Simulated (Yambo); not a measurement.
AlN (zinc blende, space group F-43m, No. 216): the exchange self-energy on LDA orbitals (Yambo, 6×6×6 mesh) holds the Coulomb divergence, which is integrated with random points (RandQpts).

```json
[
 {"random points": "1,000", "exchange-only gap Γ → X (eV)": "11.88", "shift of the valence edge (eV)": "-4.22", "gap against the reference (meV)": "90"},
 {"random points": "10,000", "exchange-only gap Γ → X (eV)": "11.67", "shift of the valence edge (eV)": "-3.94", "gap against the reference (meV)": "-128"},
 {"random points": "100,000", "exchange-only gap Γ → X (eV)": "11.82", "shift of the valence edge (eV)": "-4.15", "gap against the reference (meV)": "21"},
 {"random points": "1,000,000", "exchange-only gap Γ → X (eV)": "11.81", "shift of the valence edge (eV)": "-4.14", "gap against the reference (meV)": "16"},
 {"random points": "5,000,000", "exchange-only gap Γ → X (eV)": "11.79", "shift of the valence edge (eV)": "-4.12", "gap against the reference (meV)": "reference"}
]
```

From 1,000,000 points on, the gap stays within 20 meV of the run with most points. The error is statistical; each row is a single draw, so the rows fix no rate of convergence.

Geometry relaxed with LDA; primitive cell a = b = c = 3.064 Å, α = β = γ = 60.00°.

This is not the ordinary phase of the substance; no match was found in the copy of COD used, and its stability was not checked.

A shift is the quasiparticle energy of the state minus its LDA energy.
